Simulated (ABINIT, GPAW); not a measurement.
Given: the input of a run of GPAW 26.7.0 (ASE script) on WAu. The cell comes from a database or a generator and needn't be the stable form of this composition.

File run.py:

```python
from ase import Atoms
from ase.dft.bandgap import bandgap
from ase.io import write
from ase.units import GPa
from gpaw import GPAW, PW

atoms = Atoms(['W', 'Au'],
              cell=[[0.0, 2.90921, 2.90921],
                    [2.90921, 0.0, 2.90921],
                    [2.90921, 2.90921, 0.0]],
              scaled_positions=[[0.0, 0.0, 0.0],
                                [0.75, 0.75, 0.75]],
              pbc=True)

calc = GPAW(mode=PW(600),
            xc='PBE',
            kpts={'size': (8, 8, 8), 'gamma': True},
            occupations={'name': 'fermi-dirac', 'width': 0.05},
            nbands=25,
            convergence={'density': 1e-05, 'energy': 1e-05},
            maxiter=150,
            txt='gpaw.txt')
atoms.calc = calc
energy = atoms.get_potential_energy()
forces = atoms.get_forces()
stress = atoms.get_stress()
calc.write('gs.gpw')
write('result.traj', atoms)
print(f'Energy: {energy:.6f} eV')
print('Forces (eV/A):')
print(forces.round(4))
print('Stress (GPa):', (stress / GPa).round(3))
print('Fermi level:', round(calc.get_fermi_level(), 4), 'eV')
print(f'Gap: {bandgap(calc)[0]:.4f} eV, direct: {bandgap(calc, direct=True)[0]:.4f} eV')
```

Potentials or basis: GPAW PAW data sets (gpaw-data 1.2.1), pw.

The run is started by

```bash
$ OMP_NUM_THREADS=1 python run.py
```

Question: What does the same run look like in ABINIT 10.8.3 (patched build)? Potentials or basis there: JTH PAW PBE v2.0, cutoff 544 eV.

Answer: As run (cutoffs and basis follow the program's own potentials, and thresholds, step limits or extra output files can differ):

run.abi

```
# Pseudopotentials
pp_dirpath "./"
pseudos "W.GGA_PBE-JTH.xml, Au.GGA_PBE-JTH.xml"

# Structure
acell 4.1142442378 4.1142442378 4.1142442378 Angstrom
rprim
     0.0000000000     0.7071067812     0.7071067812
     0.7071067812     0.0000000000     0.7071067812
     0.7071067812     0.7071067812     0.0000000000
ntypat 2
znucl 74 79
natom 2
typat 1 2
xred
     0.0000000000     0.0000000000     0.0000000000
     0.7500000000     0.7500000000     0.7500000000

# Plane-wave basis
ecut 20.0
pawecutdg 40.0
pawxcdev 0

# k points
kptopt 1
ngkpt 8 8 8
nshiftk 1
shiftk 0.0 0.0 0.0

# Exchange and correlation
ixc 11

# Bands and occupations
nband 17
occopt 3
tsmear 0.00183747

# SCF cycle
nstep 100
tolvrs 1.0e-9

# Output
iomode 3
prtwf 0
prtden 0
prteig 0
prtebands 0
enunit 2
```

Potentials or basis: JTH PAW PBE v2.0.

Run with:

```sh
$ abinit run.abi > log 2>&1
```

Both were run:

|  | GPAW | ABINIT |
| --- | --- | --- |
| Pressure | 0.7 GPa | 0.2 GPa |

Pressure is positive in compression.
